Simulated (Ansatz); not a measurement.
What DFT gives for Hf3Nb2Sn3

```yaml
crystal:
  lattice:
    - [6.08084, 0.98662, 0.23772]
    - [-0.53173, 7.78679, -0.03603]
    - [-0.05395, -0.07262, 7.69895]
  atoms:
    - { symbol: Nb, position: [0.17500, 0.16087, 0.12572] }
    - { symbol: Nb, position: [0.29775, 0.62294, 0.34796] }
    - { symbol: Nb, position: [0.67492, 0.63485, 0.09422] }
    - { symbol: Nb, position: [0.03775, 0.69703, 0.66949] }
    - { symbol: Hf, position: [0.63366, 0.49885, 0.72186] }
    - { symbol: Hf, position: [0.87185, 0.38883, 0.36046] }
    - { symbol: Hf, position: [0.14130, 0.51888, 0.00104] }
    - { symbol: Hf, position: [0.53892, 0.07651, 0.71164] }
    - { symbol: Hf, position: [0.00693, 0.06575, 0.56480] }
    - { symbol: Hf, position: [0.62959, 0.25655, 0.05264] }
    - { symbol: Sn, position: [0.36386, 0.79827, 0.88202] }
    - { symbol: Sn, position: [0.22359, 0.35933, 0.66063] }
    - { symbol: Sn, position: [0.40880, 0.98400, 0.37549] }
    - { symbol: Sn, position: [0.94169, 0.95904, 0.91494] }
    - { symbol: Sn, position: [0.97931, 0.87598, 0.24545] }
    - { symbol: Sn, position: [0.69620, 0.72944, 0.44382] }
```

Level: r2SCAN, no spin polarisation; 500 eV; 3×3×3 (shifted by 0.5, 0.5, 0 steps) mesh; fermi-dirac occupations (width 0.1 eV); Ansatz 0.2.0, fixed geometry.

- Stress: The pressure is 3.6 GPa (compression positive), so with the atoms held at these fractions the cell would first expand; the forces are large, so a full relaxation may end otherwise. The principal stresses 1.3, 2.7, 6.7 GPa differ, so its shape would change too.
- Electronic structure: It is a metal on this mesh, though the bands barely overlap, with about 15 states/eV a cell as the mean within 0.25 eV of the Fermi level, mostly Hf d (43 %) and Nb d (37 %).
- Contacts: Sn–Sn at 2.61 Å: least valence density 0.43 e/Å³ and ELF 0.44 there. Nb–Sn at 2.75 Å: least valence density 0.37 e/Å³ and ELF 0.44 there. Hf–Sn at 2.83 Å: least valence density 0.30 e/Å³ and ELF 0.27 there. These are pseudo-fields; inside the PAW spheres they differ from the all-electron ones.
- Forces: The largest is on Sn14: 2.35 eV/Å, components (-2.01, 0.18, -1.20). It makes 127° with the line to a nearest neighbour, Sn15 at 2.65 Å.
- Formation energy: 0.49 eV an atom against the elements' usual phases (free molecules for gases, crystals otherwise, with no correction for O₂ or N₂), so at this geometry it isn't bound against them. Relaxing would lower it.
- Charges: Bader charges in e: Hf +0.59 to +0.89, Nb -0.21 to +0.23, Sn -1.15 to -0.49. In the mean Hf gives up most and Sn takes most.

Origin: a disordered cell, so it need not be a known compound. Caveats: the k mesh is coarse if the cell is a metal; atoms or cell far from equilibrium.
